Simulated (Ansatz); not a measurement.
## Cu2SnRuSe4: reading a single point

```
Sn Ru Se Cu
1.0
     0.00000    5.69830    0.00000
     5.69830    0.00000    0.00000
     2.84915    2.84915   -5.69713
Sn Ru Se Cu
1 1 4 2
Direct
  0.50000 0.50000 0.00000
  0.00000 0.00000 0.00000
  0.37530 0.37530 0.73360
  0.62470 0.10890 0.26640
  0.89110 0.89110 0.73360
  0.10890 0.62470 0.26640
  0.75000 0.25000 0.50000
  0.25000 0.75000 0.50000
```

Method: r2SCAN, no spin polarisation; PAW, plane waves to 500 eV, 5×5×5 Γ-centred mesh, gaussian occupations (width 0.0692 eV) (Ansatz 0.2.0), atoms fixed.

Task: Where is the largest force?

Result: The largest is on Se3 (and as large on other atoms): 1.01 eV/Å, components (-0.71, -0.71, -0.01). It makes 92° with the line to a nearest neighbour, Cu7 at 2.42 Å.

Task: Is it stable against the elements?

Result: -0.11 eV an atom against the elements' usual phases (free molecules for gases, crystals otherwise, with no correction for O₂ or N₂), so it is bound against them; other compounds may still compete. Relaxing would lower it.

Task: What happens at the Fermi level?

Result: It is a metal, with about 6.4 states/eV a cell as the mean within 0.25 eV of the Fermi level, mostly Ru d (51 %) and Se p (27 %).

Task: How is the charge shared?

Result: Bader charges in e: Cu +0.43, Sn +1.11, Ru +0.38, Se -0.59. In the mean Sn gives up most and Se takes most.

Task: Describe some of the short contacts.

Result: Se–Cu at 2.42 Å: least valence density 0.44 e/Å³ and ELF 0.26 there. Ru–Se at 2.47 Å: least valence density 0.55 e/Å³ and ELF 0.43 there. Sn–Se at 2.57 Å: least valence density 0.48 e/Å³ and ELF 0.52 there. These are pseudo-fields; inside the PAW spheres they differ from the all-electron ones.

Task: Is the cell too large or too small?

Result: The pressure is -0.8 GPa (compression positive), so with the atoms held at these fractions the cell would first shrink; the forces are large, so a full relaxation may end otherwise. The principal stresses -1.8, -0.3, -0.3 GPa differ, so its shape would change too.

Origin: a known structure type with other elements, at an estimated volume, so it need not be a known compound. Caveats: many states at the Fermi level without spin polarisation, so a magnetic state may lie lower.
